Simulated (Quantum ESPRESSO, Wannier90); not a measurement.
## ZrO2 (anatase), plane waves to Wannier functions

```
ZrO2
1.0
    0.00000    -4.01520     0.00000
    4.01520     0.00000     0.00000
   -2.00760     2.00760     5.34588
Zr O
2 4
Direct
  0.00000   0.00000   0.00000
  0.75000   0.25000   0.50000
  0.79839   0.79839   0.59678
  0.54839   0.04839   0.09678
  0.95161   0.45161   0.90322
  0.20161   0.20161   0.40322
```

Materials Project entry mp-754403; symmetrised, unrelaxed at this level. Not found in the COD (Crystallography Open Database) copy used, which has the formula in other groups; not checked further. Method: PBEsol plane waves in Quantum ESPRESSO 7.5 (PseudoDojo norm-conserving files, 68 Ry, no spin polarisation, no spin-orbit coupling), Bloch states on a 6×6×6 mesh through Γ, Wannier90 4.0.1. Density: 8×8×8 mesh, cold smearing 0.01 Ry.

Base run: 22 functions from bands 13-50 of the 50 computed, start hydrogen-like Zr: d; O: p, centres 0.05 Å off the atoms, frozen window up to 5.37 eV relative to the valence-band maximum, outer window open. One setting was then changed (edges relative to the valence-band maximum; misfit to pw.x on a path, for states up to 4.9 eV relative to the valence-band maximum).

```json
[
 {"run": "base", "Ω_I (Å²)": "21.37", "rms misfit (meV)": "0.4", "worst (meV)": "6.2"},
 {"run": "changed", "Ω_I (Å²)": "25.09", "rms misfit (meV)": "0.5", "worst (meV)": "3.6"}
]
```

Which change was made?
A) only the lowest 24 of the kept bands
B) frozen window to 9.37 eV
C) outer window to 10.34 eV

A, only the lowest 24 of the kept bands. The others give:

```tsv
run	Ω_I (Å²)	rms misfit (meV)	worst (meV)
frozen window to 9.37 eV	35.14	4.0	29
outer window to 10.34 eV	30.95	1.1	6.4
```
